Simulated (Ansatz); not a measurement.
Suppose Li2CaO2 takes space group P6/mmm (No. 191), with Li on 2e; Ca on 1b; O on 2d.

These are results of DFT PBE, scalar-relativistic, plane waves, PAW (Ansatz 0.2.0), not measurements. Cutoff 420 eV, Γ-centred mesh, Gaussian smearing, collinear spin.

Formation energies are uncorrected and refer to the elements' standard structures at the same level (O₂ as a molecule).

**Question.** Give the relaxed lattice parameters and positions.

**Answer.**

Space group P6/mmm (No. 191). a = 4.011 Å, b = 4.011 Å, c = 9.604 Å, α = 90.00°, β = 90.00°, γ = 120.00°
```csv
atom,site,symmetry,x,y,z
Li,2e,6mm,0.0000,0.0000,0.8532
Ca,1b,6/mmm,0.0000,0.0000,0.5000
O,2d,-6m2,0.3333,0.6667,0.5000
```

Li has 1 Li at 2.82 Å; around Ca lie 6 O at 2.32 Å; O is surrounded by 3 Ca at 2.32 Å and 3 O at 2.32 Å. Another local minimum with the same sites may exist.

**Question.** Where does its energy lie, and is it a metal?

**Answer.** The formation energy is −0.40 eV/atom, the gap on the 12×12×4 mesh of the 5-atom cell is 0 eV (a metal) and the net moment per atom is 0.31 μB. The moment by site is O 0.8 (×2) μB. It lies below the elements, which doesn't yet make it stable against other compounds or structures.

The last run used collinear spin and Gaussian smearing of 0.10 eV. Another magnetic order may lie lower. A structure relaxed within its symmetry needn't be a true minimum. Site moments count only spheres around the atoms; the net moment includes the space between them.
